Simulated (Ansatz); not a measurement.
Al$_{2}$Pt (fluorite or antifluorite type, space group No. 225), plane-wave PAW r²SCAN (Ansatz code), all energies at zero smearing, with the estimated change up to a 700 eV cutoff added, with one set of potentials and settings (totals compare only within such a set). Cell of 3 atoms (2 Al, 1 Pt): -13620.508 eV.

```
element             reference phase  E (eV/atom)
-------  --------------------------  -----------
Al       Fm-3m, 1 atoms in the cell    -540.4083
Pt       Fm-3m, 1 atoms in the cell  -12536.7848
```

Formation energy per atom, worked out: (-13620.508 − 2×(-540.4083) − 1×(-12536.7848))/3 = -0.969 eV/atom (-93 kJ per mol of atoms), at 0 K, without zero-point energy or fitted corrections.

The r²SCAN relaxation kept the symmetry of its start. No spin polarisation was allowed. The references are the lowest solids computed at this level, not always the standard phases. Scalar-relativistic: spin–orbit coupling is off unless named, which matters more the heavier the elements.

Potentials: the later of the program's two PAW sets.
